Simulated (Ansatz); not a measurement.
Rh:
```xyz
1
Lattice="-1.5144 1.5144 1.5144 1.5144 -1.5144 1.5144 1.5144 1.5144 -1.5144" Properties=species:S:1:pos:R:3 pbc="T T T"
Rh     0.0000     0.0000     0.0000
```

Relaxed with PBEsol. Special points in fractions of this cell's reciprocal vectors: Γ (0.000, 0.000, 0.000); H (0.500, -0.500, 0.500); N (0.000, 0.000, 0.500); P (0.250, 0.250, 0.250).

### Question
List the band energies nearest the Fermi level at these points for PBEsol in the plane-wave PAW code Ansatz.

### Answer
In eV from the Fermi level; about four levels below and three above (degenerate sets whole), none deeper than 8.9 eV; … stands for higher levels left out; points with the same levels are listed once.

```tsv
k	below	above
Γ	-7.77 -2.93 -2.93 -2.93	…
H	-5.90 -5.90	1.14 1.14 1.14
N	-5.90 -4.47 -0.50 -0.08	1.26 …
P	-3.77 -3.77 -3.77 -0.01 -0.01	…
```

Space group Im-3m (bcc (W type)). The start of the workflow was typed in or built on a structure type; the Crystallography Open Database copy checked does not list it. It is not the phase usual at ambient conditions (space group No. 225). The PBEsol relaxation kept the symmetry of its start. At this level the phase is mechanically unstable. No spin polarisation was allowed. Spin–orbit coupling is left out wherever it is not named.

Potentials: the earlier of the program's two PAW sets. The files were generated under PBE; for other functionals the program regenerates the frozen cores, and for LDA and PBEsol the local potential too.
